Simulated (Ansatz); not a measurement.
The start is a relaxed TiB2 cell, doubled along one cell vector, shaken by Gaussian noise of σ = 0.08 Å a coordinate. The cell and all atomic positions are relaxed at zero pressure with PBEsol (plane waves to 420 eV, PAW, scalar-relativistic; Ansatz, a quantum-chemistry and plane-wave program). First-step values are on the input's coarse k-mesh.

Ansatz input (later rounds restart from its end on a renewed k-mesh):
Ansatz 0.2 input:
```yaml
crystal:
  lattice:
    - [0, 2.524350814, 2.524350814]
    - [5.048701628, 0, 5.048701628]
    - [2.524350814, 2.524350814, 0]
  atoms:
    - { symbol: Ti, position: [-0.0367606129, 0.0137298586, 0.0260103468] }
    - { symbol: Ti, position: [0.0423335645, 0.5089245311, -0.0460490275] }
    - { symbol: B, position: [0.2439920051, 0.1334421829, 0.2618728325] }
    - { symbol: B, position: [0.2177138906, 0.6227393589, 0.2636335439] }
    - { symbol: B, position: [0.7954182896, 0.3723174292, 0.6811665896] }
    - { symbol: B, position: [0.7068942597, 0.8934327236, 0.7612623114] }
basis: { ecutwfc: 420, ecutrho_ratio: 4, xc_grid: 2, fft_grid_basis: typed }
kpoints: { mp_grid: { grid: [8, 4, 8] } }
hamiltonian:
  xc: pbesol
  dispersion: none
  pseudopotentials: { azcp: { folder: ./paw }, kind: paw }
scf: { occupations: { method: fermi_dirac, width: 0.05 } }
relax: { f_tol: 0.01, max_steps: 100, cell: { stress_tol: 0.02 } }
output: { forces: true, stress: true }
```

Problem. How much energy is released per atom?

Solution. 0.99 eV/atom.

Problem. How does the volume per atom move from start to end?

Solution. -7.9 %, from 10.72 to 9.87 Å³/atom.

Problem. Does it find its way back to the structure it was made from?

Solution. It does not go back: it reaches R-3m (No. 166), 0.93 eV/atom below the parent.

Problem. How do the shortest distances between atoms change?

Solution. The closest pairs of elements (up to four, under 3.6 Å), start → end: B–B 2.27 → 1.81 Å; B–Ti 2.02 → 2.23 Å; Ti–Ti 3.42 → 2.97 Å.

Problem. What band gap does the relaxed structure have at this level?

Solution. No gap (metallic).

Problem. Give the final cell and atomic positions.

Solution. 
Space group R-3m, hexagonal axes (No. 166); a = 2.9733 Å, b = 2.9733 Å, c = 11.6048 Å, α = 90.00°, β = 90.00°, γ = 120.00°

| atom | site | symmetry | x | y | z |
|---|---|---|---|---|---|
| Ti | 3a | -3m | 0.0000 | 0.0000 | 0.0000 |
| B | 6c | 3m | 0.0000 | 0.0000 | 0.1919 |
(The calculation used a cell of 3 atoms; values per cell refer to that cell.)

Final values are on a 18×18×18 k-mesh of the relaxed cell. No spin polarisation in the result.

The relaxed structure here is a generated cell of TiB2: the first start was made by placing the elements on the sites of a structure type, and the end was not matched to a known phase here, so it may be hypothetical. Known forms of TiB2 include space group No. 191.
